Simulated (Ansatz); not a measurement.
**ZnCu$_{2}$GeS$_{4}$, first-principles data**

ZnCu2GeS4:
```
CELL_PARAMETERS angstrom
     -2.63352     2.63352     5.24167
      2.63352    -2.63352     5.24167
      2.63352     2.63352    -5.24167
ATOMIC_POSITIONS crystal
  Cu 0.00000 0.00000 0.00000
  Cu 0.75000 0.25000 0.50000
  Zn 0.25000 0.75000 0.50000
  Ge 0.50000 0.50000 0.00000
  S  0.63044 0.62067 0.49846
  S  0.12222 0.13199 0.50154
  S  0.37933 0.87778 0.00977
  S  0.86801 0.36956 0.99023
```

Space group I-4 (No. 82); conventional cell a = 5.267 Å, b = 5.267 Å, c = 10.483 Å, α = 90.00°, β = 90.00°, γ = 90.00°.

Method: PBEsol (plane waves, PAW; program Ansatz). Geometry: relaxed at this level of theory. Other levels are named where they apply.

### Cell and energy

Volume per atom: 18.18 Å³
Density: 4.49 g/cm³
Formation energy from the elements (no fitted shifts): -0.49 eV/atom

### Electronic structure

- Band gap: 0.60 eV (direct)
- Valence-band maximum: at Γ
- Conduction-band minimum: at Γ
- Electron effective mass: 0.11, 0.12, 0.12 mₑ (principal values)
- Electron effective mass with spin–orbit coupling: 0.11, 0.12, 0.12 mₑ (principal values)
- Hole effective mass: 0.13, 0.80, 0.80 mₑ (principal values)
- Hole effective mass with spin–orbit coupling: 0.13, 0.74, 0.74 mₑ (principal values)
- HSE06 gap on the PBEsol cell: 1.84 eV
- Gap with spin–orbit coupling: 0.60 eV

### Mechanics

- Bulk modulus (Birch–Murnaghan fit): 857 kbar
- Pressure derivative B′: 4.8

### Dielectric response

Electronic dielectric constant ε∞ (DFPT): 10.2 (xx = yy), 10.2 (zz)
Born charges (a third of the trace): Cu +0.63 to +0.64, Zn +2.06, Ge +2.98, S -1.58 e

### Charges

Bader charges: Cu +0.46 to +0.47, Zn +0.84, Ge +1.23, S -0.75 e

Symmetry was held in the PBEsol relaxation. The run is not spin-polarised. The references are the lowest solids computed at this level, not always the standard phases. Spin–orbit coupling is left out wherever it is not named.

Potentials: the later of the program's two PAW sets.
